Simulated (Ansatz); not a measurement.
The relaxed structure here is a generated cell of CdAu: the first start was made by placing the elements on the sites of a structure type, and the end was not matched to a known phase here, so it may be hypothetical.

A relaxed cell of CdAu (P4₂/mnm (No. 136)), relaxed on a k-mesh at least as fine as the one used below. Method: PBE (plane waves to 420 eV, PAW, scalar-relativistic; Ansatz, a quantum-chemistry and plane-wave program). Γ-centred k-mesh 4×4×11 on the run's cell (coarser than for final values), Fermi–Dirac smearing 0.05 eV.

```xyz
8
Lattice="8.9281 0.0000 0.0000 0.0000 8.9281 0.0000 0.0000 0.0000 2.8442" Properties=species:S:1:pos:R:3 pbc="T T T"
Au     7.9353     0.9928     1.4221
Au     3.4712     3.4712     0.0000
Au     5.4569     5.4569     0.0000
Au     0.9928     7.9353     1.4221
Cd     7.1680     7.1680     1.4221
Cd     2.7039     6.2242     0.0000
Cd     6.2242     2.7039     0.0000
Cd     1.7602     1.7602     1.4221
```

The atoms are displaced by (Å):

```
atom      ux      uy      uz
----  ------  ------  ------
Au1    0.039   0.071   0.042
Au2   -0.058  -0.064   0.126
Au3   -0.053   0.090  -0.005
Au4   -0.057  -0.029  -0.035
Cd5    0.141   0.086  -0.059
Cd6    0.040  -0.003  -0.055
Cd7   -0.057   0.150   0.057
Cd8   -0.009  -0.025   0.135
```

### Question
What forces (eV/Å) and pressure result?

### Answer
| atom | Fx | Fy | Fz |
|---|---|---|---|
| Au1 | -0.42 | 0.42 | 0.01 |
| Au2 | 0.18 | 0.38 | 0.04 |
| Au3 | 0.41 | 0.21 | -0.02 |
| Au4 | 0.92 | 0.06 | -0.03 |
| Cd5 | -1.12 | -0.66 | 0.00 |
| Cd6 | -0.36 | 0.16 | -0.02 |
| Cd7 | 0.45 | -0.42 | -0.01 |
| Cd8 | -0.06 | -0.16 | 0.03 |

Pressure +0.4 GPa.

The undisplaced cell is probably no minimum: from this displacement the run went on to P4/mbm (No. 127), 0.10 eV/atom below it.

No spin polarisation in the result.
